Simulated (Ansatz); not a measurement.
Sb2Se3 (Pnma), relaxed with PBE (Ansatz, an electronic-structure program, plane waves, PAW): a = 12.862 Å, b = 4.030 Å, c = 11.551 Å, α = β = γ = 90.00°.

| Item | Result |
|---|---|
| gap (eV) | 0.78 |
| ΔH_f (eV/atom) | -0.26 |

Question: The same phase is relaxed and computed with r²SCAN in the same code. What are the cell and these values now?

Answer: a = 12.436 Å, b = 3.999 Å, c = 11.777 Å, α = β = γ = 90.00°.

gap (eV): 1.16
ΔH_f (eV/atom): -0.29

Weakly bound layers, chains or molecules computed without a dispersion correction, so cells and soft constants are ill determined: Sb2Se3, Pnma (Pearson symbol oP20) with PBE; Sb2Se3, Pnma (Pearson symbol oP20) with r²SCAN. All cells were relaxed under the symmetry of their starts (and spin orders); stability against distortions was not tested throughout. Scalar-relativistic: spin–orbit coupling is off unless named, which matters more the heavier the elements.

Potentials: the later of the program's two PAW sets.

Ansatz is a plane-wave DFT program.

Formation energies count from the lowest solids of the elements computed at the same level, not from gases.
